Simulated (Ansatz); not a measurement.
BAs (zinc blende), relaxed with LDA (Ansatz, a first-principles code, plane waves, PAW): a = 4.732 Å, b = 4.732 Å, c = 4.732 Å, α = 90.00°, β = 90.00°, γ = 90.00°.

- gap (eV) = 1.11
- B₀ by P(V) fit (GPa) = 147
- K_Hill (GPa) = 147
- G_Hill (GPa) = 134
- ε∞ = 9.66
- ε0 = 9.77
- highest Γ mode, no LO–TO term (cm⁻¹) = 700
- electron conductivity mass (mₑ) = 0.29
- Θ_D (K) = 691

### Question
The same phase is relaxed and computed with r²SCAN in the same code. What are the cell and these values now?

### Answer
a = b = c = 4.782 Å, α = β = γ = 90.00°.

* **gap (eV)**: 1.37
* **B₀ by P(V) fit (GPa)**: 141
* **K_Hill (GPa)**: 141
* **G_Hill (GPa)**: 137
* **ε∞**: 9.31
* **ε0**: 9.37
* **highest Γ mode, no LO–TO term (cm⁻¹)**: 698
* **electron conductivity mass (mₑ)**: 0.28
* **Θ_D (K)**: 701

All cells were relaxed under the symmetry of their starts (and spin orders); stability against distortions was not tested throughout. Scalar-relativistic: spin–orbit coupling is off unless named, which matters more the heavier the elements.

Potentials: the earlier of the program's two PAW sets. The files were generated under PBE; for other functionals the program regenerates the frozen cores, and for LDA and PBEsol the local potential too.

Ansatz is a plane-wave DFT program.
